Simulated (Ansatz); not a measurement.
Bi2Te3:
```xyz
5
Lattice="2.2003 1.2704 10.5327 -2.2003 1.2704 10.5327 0.0000 -2.5407 10.5327" Properties=species:S:1:pos:R:3 pbc="T T T"
Bi     0.0000     0.0000    12.5761
Bi     0.0000     0.0000    19.0221
Te     0.0000     0.0000     0.0000
Te     0.0000     0.0000     6.7797
Te     0.0000     0.0000    24.8185
```

Relaxed with r²SCAN+D4.

Give the Bader charges and basin volumes of the independent atoms, r²SCAN+D4 (plane waves, PAW; program Ansatz).



| atom | Bader charge (e) | Bader volume (Å³) |
|---|---|---|
| Bi1 | +0.78 | 27.3 |
| Te3 | -0.68 | 38.0 |
| Te4 | -0.44 | 42.0 |

Space group R-3m. The cell was relaxed with r²SCAN+D4 under the symmetry of its start. Spin–orbit coupling is left out wherever it is not named.

Potentials: the later of the program's two PAW sets.
